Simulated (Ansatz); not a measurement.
# GaP (F-43m): phonons

Computed with r²SCAN, PAW on Ansatz 0.2.0's default frozen-core files (fitted under PBE), scalar-relativistic; not a measurement.

Cell and atoms were relaxed beforehand by PAW with this functional.

Command line:

```sh
ansatz run input.yaml --threads 2 --pin off --max-ram 5120MiB --backend cpu --events-out ev --progress --plain --runs-dir out
```

Input:

```yaml
crystal:
  lattice:
    - [0.0, 2.72525, 2.72525]
    - [2.72525, 0.0, 2.72525]
    - [2.72525, 2.72525, 0.0]
  atoms:
    - { symbol: Ga, position: [0.0, 0.0, 0.0] }
    - { symbol: P, position: [0.75, 0.75, 0.75] }
kpoints:
  mp_grid: { grid: [8, 8, 8] }
scf:
  occupations: { method: fixed }
hamiltonian:
  xc: r2scan
  pseudopotentials: { kind: paw }
phonons:
  method: dfpt
  dielectric: true
  rigid_motions: translations
```

Output:

```
Warning: RAYON_NUM_THREADS=2 ignored (pool sized by the plan → 2); use --threads N
Engine: ansatz 0.2.0, x86_64-unknown-linux-gnu
Pseudopotentials: kind: paw
Pseudopotential: Ga, paw, valence charge 13, recommended cutoff 500 eV (meta_gga), Ga.paw.azcp
Pseudopotential: P, paw, valence charge 5, recommended cutoff 500 eV (meta_gga), P.paw.azcp
Functional definition: r2SCAN
  parameter k0 = 0.174
  parameter k1 = 0.065
  parameter a1 = 4.9479
  exchange = r2scan_x(k0 = k0, k1 = k1, a1 = a1)
  correlation = r2scan_c
Crystal: 2 atoms, lattice volume = 40.481 Å³
Basis set: ecut = 500 eV, 965 PW (Γ), exchange–correlation on 150×150×150 points (125 copies of the dense FFT grid, shifted against one another)
Bands: 13, of which v1, the nominal top of the filled ones, is band 9 counted from 1 (8 counted from 0)
Symmetry: 24 space group operations
k-points: 95 of 512 (irreducible under 4 space group operations, time reversal used)
Non-local potential: Ga, projectors of the file, l = 0: 2, l = 1: 2, l = 2: 3, l = 3: 1
Non-local potential: P, projectors of the file, l = 0: 2, l = 1: 2, l = 2: 2
PAW form: soft (Blöchl's): semilocal exchange-correlation on the pseudo side does not see the compensation charge
PAW frozen core: Ga, regenerated for the run's functional (the file was generated under x = pbe(κ = 0.804, μ = 0.2195149727645171), c = pbe(β = 0.06672455060314922))
PAW frozen core: P, regenerated for the run's functional (the file was generated under x = pbe(κ = 0.804, μ = 0.2195149727645171), c = pbe(β = 0.06672455060314922))
PAW one-centre angular grid: Ga, 590 points (default); XC on 160 Gauss nodes
PAW one-centre angular grid: P, 302 points (default); XC on 160 Gauss nodes
Initial density: superposition of atomic densities (neutral atoms: chi_scale 0, normalization atom), corrected by the library's trained network
Initial wavefunctions: pseudopotential atomic-orbital guess
Functional: x = r2scan, c = r2scan; τ floored in thin density (d = 2e-4 eV/Å³)
[... 35 lines left out ...]
  E_nonlocal   = 460.450767
  E_hartree    = 1020.486279
  E_xc         = -120.990356
  E_vxc        = -124.834780  (∫ρ·V_xc dr)
  E_paw        = -2579.824497  (= ΣΔE_a)
  E_vpaw       = -433.015113  (= ΣTr[D̂ρ^β])
  E_aug_tail   = -0.000042  (compensation charges beyond the density's cutoff)
  E_vtau       = 6.015545  (kinetic-family band-sum trace: ∫τ·v_τ [+ j·A + Jᵃ·Aᵃ] dr)
  E_ewald      = -1312.644944
  E_core_change = -0.743912  (= ΣΔE_core)
  E_smearing   = -0.000000  (= −TS)
  E_closure    = 0.000000  (closes the sum)
  Σ components = -4550.482855   (vs F -4550.482855, Δ=0.00e0)
  k mesh reduced under 4 symmetry operations, with k and −k counted as one. Each operation leaves every solved perturbation unchanged. A smaller set is not considered because the functional reads the kinetic-energy density
  ASR residual: 7.257e-5 → 0.000e0 eV/Å²; symmetrization residual: 1.049e-5 eV/Å²
  ASR residual per site (eV/Å²): 2.56e-5 7.26e-5
  Γ frequencies (cm⁻¹): 0.00 0.00 0.00 359.91 359.91 359.91
  ε∞ (high-frequency dielectric tensor):
        9.360569    -0.000000     0.000000
       -0.000000     9.360569     0.000000
        0.000000     0.000000     9.360569
  ε⁰ (static dielectric tensor: ions relaxed, cell fixed):
       11.378310    -0.000000     0.000000
       -0.000000    11.378310     0.000000
        0.000000     0.000000    11.378310
  ε⁰ − ε∞ (ionic part):
        2.017741    -0.000000    -0.000000
       -0.000000     2.017741     0.000000
       -0.000000     0.000000     2.017741
  softest optical mode at Γ: 359.91 cm⁻¹; the repairs (sum rule, projections) moved no ω² at Γ by more than (1.09 cm⁻¹)²
  Born effective charges Z* (e; rows j = field, columns β = displacement):
    site 0:
         2.14740    0.00000   -0.00000
        -0.00000    2.14740    0.00000
         0.00000    0.00000    2.14740
    site 1:
        -2.14740   -0.00000    0.00000
         0.00000   -2.14740   -0.00000
        -0.00000   -0.00000   -2.14740
  Z* charge neutrality: 1.113e-3 e pre-enforcement
  solved inside a basis spanned on kpoints, on 8×8×8 k-points, its susceptibility summed on 12×12×12: ε∞ is read to err by 2.8e-2, Z* by 1.4e-2 e (field_mesh: kpoints solves on kpoints); Z* is corrected for what the basis lacks
  optical modes at Γ without the LO–TO term, one row a degenerate level:
      ω (cm⁻¹)  modes    IR ((D/Å)²/amu)
        359.91      3            14.8818
  optical modes at Γ + LO–TO along q̂ = [1.0000, 0.0000, 0.0000]:
      ω (cm⁻¹)  modes    IR ((D/Å)²/amu)
        359.91      2             9.9212
        396.80      1             4.9606
  optical modes at Γ + LO–TO along q̂ = [0.0000, 1.0000, 0.0000]:
      ω (cm⁻¹)  modes    IR ((D/Å)²/amu)
        359.91      2             9.9212
        396.80      1             4.9606
  optical modes at Γ + LO–TO along q̂ = [0.0000, 0.0000, 1.0000]:
      ω (cm⁻¹)  modes    IR ((D/Å)²/amu)
        359.91      2             9.9212
        396.80      1             4.9606
```

Self-consistency was reached.

**Field response**

Linear response of an insulating crystal by Kohn-Sham DFT to a field and to zone-centre displacements, local fields included; Born charges neutralised; LO modes for wave vectors along x and z; Cartesian axes as in the input.

```
Dielectric electronic (x, y, z)   : 9.361, 9.361, 9.361
Dielectric static (x, y, z)       : 11.38, 11.38, 11.38
Highest phonon with field along x : 396.8 cm⁻¹
Highest phonon with field along z : 396.8 cm⁻¹
Highest phonon without field      : 359.9 cm⁻¹
```

```csv
atom,born charge xx (e),born charge yy (e),born charge zz (e)
Ga1,2.147,2.147,2.147
P2,-2.147,-2.147,-2.147
```

### Zone-centre phonons

Harmonic phonons of a crystal by Kohn-Sham DFT at the given cell, standard atomic masses, acoustic sum rule imposed; negative wavenumbers are unstable modes; optical zone-centre levels upwards with Mulliken labels, activity, and the element with most of the kinetic energy.

```
Point group : -43m
```

```
number  phonon wavenumber (cm⁻¹)  label  infrared  raman  lead element
     1                     359.9     T2       yes    yes             P
```

Caveats: frozen-core PAW files fitted under PBE, their cores solved anew for the functional of the run; zone-boundary modes aren't tested; field response not resolved by the mesh; no LO-TO term at the zone centre.

It took 39 s on 2 threads of Intel(R) Xeon(R) 6975P-C (Granite Rapids) (shared host), peak memory 1.2 GiB.
